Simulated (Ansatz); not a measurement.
Relaxed Pb (fcc, Cu type):

```
Pb
1.0
    5.03392     0.00000     0.00000
    0.00000     5.03392     0.00000
    0.00000     0.00000     5.03392
Pb
4
Direct
  0.00000   0.00000   0.00000
  0.50000   0.50000   0.00000
  0.50000   0.00000   0.50000
  0.00000   0.50000   0.50000
```

In this cell atom 2 (Pb, nearest neighbour Pb at 3.560 Å; its periodic images, 5.0 Å or more away, move with it) is moved by s along Cartesian [110], unit vector (0.707, 0.707, 0.000); all other atoms and the cell stay fixed.

Computed with PBE (plane waves to 420 eV, PAW, scalar-relativistic; Ansatz, a program for electronic structure). k mesh 8×8×8 (Γ-centred), Fermi-Dirac smearing 0.05 eV. Energies are smeared free energies. With partly filled bands, energies and forces of such displacements shift with the k mesh and the smearing. On this mesh the relaxed cell isn't quite at rest: it carries a pressure of 0.2 GPa (compression positive) at the zero of the scan. Pb was relaxed with its symmetry unable to fall. Spin-orbit coupling is left out, though Pb is heavy. The relaxed volume of Pb is well above the measured one; the method has no dispersion term. The zero of ΔE is the undisplaced structure. The last digit holds for this mesh only.

```tsv
s (Å)	ΔE (meV/cell)
-0.360	84.3
-0.288	51.0
-0.216	27.5
-0.144	11.8
-0.072	2.9
0.000	0.0
0.072	2.9
0.144	11.8
0.216	27.5
0.288	51.0
0.360	84.3
```

### Question
What force constant k = d²E/ds² at s = 0 does the table give?

### Answer
1.1 eV/Å². It is the second difference of the nearest points, corrected with the next pair.

### Question
With k = 1.10 eV/Å² from the forces, is the well harmonic out to s = 0.360 Å?

### Answer
½ks² = 71 meV/cell against the computed 84 meV/cell, so the well is stiffer than harmonic there.

(For displaced atoms, the force is minus the slope of the energy, and its curvature is a force constant, which sets phonon frequencies.)
